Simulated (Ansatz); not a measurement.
Sb:
```yaml
crystal:
  lattice:
    - [0.00000, 3.43663, 3.43663]
    - [3.43663, 0.00000, 3.43663]
    - [3.43663, 3.43663, 0.00000]
  atoms:
    - { symbol: Sb, position: [0.00000, 0.00000, 0.00000] }
    - { symbol: Sb, position: [0.25000, 0.25000, 0.25000] }
```

This is the PBEsol-relaxed structure.

Task: All from PBEsol (plane waves, PAW; program Ansatz), unless another level is named. Estimate the bulk modulus (Birch–Murnaghan fit).

Result: 34.8 GPa.

Task: Give the highest zone-centre frequency.

Result: 3.86 THz.

Space group Fd-3m (diamond). The start of the workflow was typed in or built on a structure type; neither database checked (COD, Materials Project) lists it. It is not the phase usual at ambient conditions (space group No. 166). The cell was relaxed with PBEsol under the symmetry of its start. At this level the phase is mechanically unstable. As this level gives no gap, phonon frequencies hold no LO–TO term and depend on the k-mesh and smearing (Fermi–Dirac, 0.1 eV here). Scalar-relativistic: spin–orbit coupling is off unless named, which matters more the heavier the elements.

Potentials: the later of the program's two PAW sets.
